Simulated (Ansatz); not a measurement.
Relaxed-ion elastic tensor of In$_{2}$Ge$_{2}$O$_{7}$ in space group C2/m (No. 12; Pearson symbol mS22) in GPa (Voigt order), PBEsol in the plane-wave PAW code Ansatz; density 5.65 g/cm³, 13.01 Å³ per atom.

```
      1     2    3     4     5     6
-  ----  ----  ---  ----  ----  ----
1   219   119  118   0.0  14.1   0.0
2   119   171  111   0.0  21.5   0.0
3   118   111  207   0.0   3.2   0.0
4   0.0   0.0  0.0  64.3   0.0   5.0
5  14.1  21.5  3.2   0.0  54.6   0.0
6   0.0   0.0  0.0   5.0   0.0  47.9
```

Problem. Is the crystal mechanically stable?

Solution. Yes: the smallest eigenvalue of C is 46.5 GPa.

Problem. Work out the Voigt, Reuss and Hill averages.

Solution. K_V = 144, K_R = 137, K_H = 140; G_V = 50.0, G_R = 46.6, G_H = 48.3 GPa.

Problem. Give Young's modulus, Poisson's ratio, Pugh's ratio and the universal anisotropy index.

Solution. E = 9KG/(3K + G) = 130 GPa; ν = 0.35; K/G = 2.91 (ductile by the Pugh limit of 1.75); A_U = 5G_V/G_R + K_V/K_R − 6 = 0.41.

Problem. Estimate the sound speeds and the Debye temperature.

Solution. v_l = √((K + 4G/3)/ρ) = 6020 m/s, v_t = √(G/ρ) = 2920 m/s, mean 3290 m/s; Θ = (h/k)(3n/4πV)^(1/3) v_m = 416 K.

Problem. Solve the Christoffel equation for the three sound speeds along x, y, z.

Solution. Eigenvalues of C_ijkl n_j n_l equal ρv². In km/s, slowest first: x 2.91, 3.07, 6.24; y 2.87, 3.41, 5.50; z 3.11, 3.37, 6.06.

Problem. How much does each axis shrink under pressure?

Solution. Linear compressibilities β_i = Σ_j S_ij (j = 1 to 3): x 1.6, y 3.7, z 2.0 per TPa.

The first step of the workflow began from a Materials Project structure, measured or hypothetical; the Crystallography Open Database files this formula in space group No. 12, but the cells were not matched. Whether it is the stable phase at ambient conditions was not checked. The PBEsol relaxation kept the symmetry of its start. At this level the phase is dynamically unstable (imaginary phonons).

Potentials: the later of the program's two PAW sets.
